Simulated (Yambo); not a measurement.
Optical response of KMo$_{2}$AlO$_{8}$

```
KMo2AlO8
1.0
    5.63790     0.00000     0.00000
   -2.81895     4.88256     0.00000
    0.00000     0.00000     7.31833
O Al K Mo
8 1 1 2
Cartesian
 -1.49063   4.11566   6.18897
  4.30958   0.76690   1.12936
  0.00000   1.53381   6.18897
  2.81895   3.34876   1.12936
  1.49063   4.11566   6.18897
  1.32832   0.76690   1.12936
  2.81895   1.62752   3.43186
  0.00000   3.25504   3.88647
  0.00000   0.00000   0.00000
  0.00000   0.00000   3.65916
  2.81895   1.62752   1.68102
  0.00000   3.25504   5.63731
```

Yambo, RPA with local fields on PBEsol bands shifted by a G0W0 scissor of 2.67 eV; 3×3×2 mesh, 162 bands, 3 Ry local-field block, 0.2 eV broadening; field along x.

```json
[
 {"E (eV)": "0.0", "Im ε": "0.00", "Re ε": "2.59", "Im ε, independent particles": "0.00"},
 {"E (eV)": "0.5", "Im ε": "0.00", "Re ε": "2.60", "Im ε, independent particles": "0.00"},
 {"E (eV)": "1.0", "Im ε": "0.00", "Re ε": "2.61", "Im ε, independent particles": "0.01"},
 {"E (eV)": "1.5", "Im ε": "0.01", "Re ε": "2.62", "Im ε, independent particles": "0.01"},
 {"E (eV)": "2.0", "Im ε": "0.01", "Re ε": "2.64", "Im ε, independent particles": "0.02"},
 {"E (eV)": "2.5", "Im ε": "0.01", "Re ε": "2.68", "Im ε, independent particles": "0.03"},
 {"E (eV)": "3.0", "Im ε": "0.02", "Re ε": "2.71", "Im ε, independent particles": "0.04"},
 {"E (eV)": "3.5", "Im ε": "0.02", "Re ε": "2.77", "Im ε, independent particles": "0.05"},
 {"E (eV)": "4.0", "Im ε": "0.03", "Re ε": "2.83", "Im ε, independent particles": "0.07"},
 {"E (eV)": "4.5", "Im ε": "0.04", "Re ε": "2.92", "Im ε, independent particles": "0.09"},
 {"E (eV)": "5.0", "Im ε": "0.05", "Re ε": "3.03", "Im ε, independent particles": "0.13"},
 {"E (eV)": "5.5", "Im ε": "0.08", "Re ε": "3.19", "Im ε, independent particles": "0.22"},
 {"E (eV)": "6.0", "Im ε": "0.14", "Re ε": "3.45", "Im ε, independent particles": "0.45"},
 {"E (eV)": "6.5", "Im ε": "0.47", "Re ε": "3.89", "Im ε, independent particles": "1.84"},
 {"E (eV)": "7.0", "Im ε": "1.15", "Re ε": "3.61", "Im ε, independent particles": "4.02"},
 {"E (eV)": "7.5", "Im ε": "1.56", "Re ε": "3.54", "Im ε, independent particles": "4.88"},
 {"E (eV)": "8.0", "Im ε": "1.28", "Re ε": "2.87", "Im ε, independent particles": "2.66"},
 {"E (eV)": "8.5", "Im ε": "1.40", "Re ε": "3.12", "Im ε, independent particles": "3.82"},
 {"E (eV)": "9.0", "Im ε": "1.34", "Re ε": "3.26", "Im ε, independent particles": "3.69"},
 {"E (eV)": "9.5", "Im ε": "1.72", "Re ε": "3.57", "Im ε, independent particles": "2.70"},
 {"E (eV)": "10.0", "Im ε": "2.42", "Re ε": "3.56", "Im ε, independent particles": "3.45"},
 {"E (eV)": "10.5", "Im ε": "3.10", "Re ε": "2.62", "Im ε, independent particles": "2.64"},
 {"E (eV)": "11.0", "Im ε": "2.63", "Re ε": "1.94", "Im ε, independent particles": "2.25"},
 {"E (eV)": "11.5", "Im ε": "2.16", "Re ε": "2.13", "Im ε, independent particles": "2.40"},
 {"E (eV)": "12.0", "Im ε": "2.89", "Re ε": "2.29", "Im ε, independent particles": "3.07"},
 {"E (eV)": "12.5", "Im ε": "2.99", "Re ε": "1.15", "Im ε, independent particles": "2.27"},
 {"E (eV)": "13.0", "Im ε": "2.67", "Re ε": "1.52", "Im ε, independent particles": "2.09"},
 {"E (eV)": "13.5", "Im ε": "3.15", "Re ε": "0.63", "Im ε, independent particles": "1.57"},
 {"E (eV)": "14.0", "Im ε": "2.09", "Re ε": "0.30", "Im ε, independent particles": "1.35"},
 {"E (eV)": "14.5", "Im ε": "2.18", "Re ε": "0.54", "Im ε, independent particles": "1.20"},
 {"E (eV)": "15.0", "Im ε": "1.91", "Re ε": "0.30", "Im ε, independent particles": "1.19"},
 {"E (eV)": "15.5", "Im ε": "1.40", "Re ε": "0.05", "Im ε, independent particles": "1.00"},
 {"E (eV)": "16.0", "Im ε": "1.18", "Re ε": "0.39", "Im ε, independent particles": "0.91"},
 {"E (eV)": "16.5", "Im ε": "1.14", "Re ε": "0.41", "Im ε, independent particles": "0.91"},
 {"E (eV)": "17.0", "Im ε": "1.03", "Re ε": "0.50", "Im ε, independent particles": "0.92"},
 {"E (eV)": "17.5", "Im ε": "1.01", "Re ε": "0.53", "Im ε, independent particles": "1.12"},
 {"E (eV)": "18.0", "Im ε": "0.89", "Re ε": "0.54", "Im ε, independent particles": "1.04"},
 {"E (eV)": "18.5", "Im ε": "0.86", "Re ε": "0.68", "Im ε, independent particles": "1.03"},
 {"E (eV)": "19.0", "Im ε": "0.78", "Re ε": "0.71", "Im ε, independent particles": "1.06"},
 {"E (eV)": "19.5", "Im ε": "0.92", "Re ε": "0.77", "Im ε, independent particles": "1.37"},
 {"E (eV)": "20.0", "Im ε": "0.98", "Re ε": "0.68", "Im ε, independent particles": "1.20"}
]
```

Structure narrower than a few tenths of an eV can come from the finite k mesh. Convergence of the RPA response with its 3×3×2 mesh was not tested. The scissor comes from a G0W0 run whose convergence isn't established. No excitonic effects at this level.

Spin-orbit coupling is not included.

Geometry of the Materials Project entry, not relaxed at this level.

The structure is a Materials Project entry; no match was found in the copy of COD used, and its stability was not checked.
